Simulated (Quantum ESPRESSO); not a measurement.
```
CELL_PARAMETERS angstrom
      3.02300    -4.27670     0.00000
      3.02300     4.27670     0.00000
      0.00000     0.00000     3.02808
ATOMIC_POSITIONS crystal
  O  0.25318 0.74682 0.00000
  O  0.74682 0.25318 0.00000
  O  0.74407 0.74407 0.50000
  O  0.25593 0.25593 0.50000
  Mg 0.50000 0.50000 0.00000
  Mg 0.00000 0.50000 0.50000
  Mg 0.50000 0.00000 0.50000
  Zn 0.00000 0.00000 0.00000
```

The geometry is that of Materials Project entry mp-753315, symmetrised and not relaxed again.

Q: What does LDA (pw.x of Quantum ESPRESSO, ONCV potentials, without SOC) give for the electronic structure near the Fermi level?

A: The LDA gap is indirect, 3.13 eV, from S to Γ; the smallest direct gap is 3.17 eV. Another valence extremum on the path lies within 0.02 eV, too close to call. 

The structure is a Materials Project entry; no match was found in the copy of COD used, and its stability was not checked.

Letters of k points follow the standard setting of the lattice, whose axes may be ordered differently from the printed cell.
